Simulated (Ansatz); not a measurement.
**Compressing Ti$_{3}$C$_{2}$: a fit and a missing row**

Ti$_{3}$C$_{2}$, P6_3/mmc, a = 3.042 Å, c = 14.985 Å. The structure is a Materials Project entry; whether it is the stable form wasn't checked. Ansatz: PBEsol, PAW, 420 eV, Γ-centred 12×12×4 mesh on 10 atoms, Gaussian smearing 0.10 eV; no spin polarisation. Shape and atoms are relaxed at each volume; pressure is positive in compression.

```
V (Å³/atom) P (GPa)
     10.568        ?
     10.929    16.95
     11.289    10.47
     11.649     4.83
     12.009    -0.03
     12.370    -4.15
     12.730    -7.50
     13.210   -10.88
```

Take V0 = 12.009 Å³/atom, count pressures from its P0 = -0.03 GPa, fit the third-order Birch–Murnaghan form to the other rows, and predict the missing pressure.

With the Eulerian strain f = ½[(V0/V)^(2/3) − 1] and y = (P − P0)/[3f(1 + 2f)^(5/2)], the form is the line y = B0 + 1.5 B0 (B0′ − 4) f. Rows (f, y): 0.03242, 149.2; 0.02104, 150.1; 0.01025, 150.2; -0.00978, 147.5; -0.01906, 144.0; -0.03078, 137.7. Means f = 0.0006817, y = 146.45; Σ(Δf)² = 0.003002, ΣΔfΔy = 0.5101; the slope is their ratio. y = 146.3 + 169.9 f GPa, so B0 = 146.3 GPa and B0′ = 4 + 2 × (169.9)/(3 × 146.3) = 4.77. At V = 10.568, f = 0.04448, y = 153.86 and P = 25.38 GPa. The run gave 24.40 GPa, so the fit is 0.98 GPa too high, 2.8 % of the span of the series, against an rms of 0.17 GPa on the fitted rows. The row lies outside the fitted range. The points of y bend away from a line: a fourth-order term fitted to them gives P = 23.97 GPa at this row's volume (the line 25.38, the run 24.40).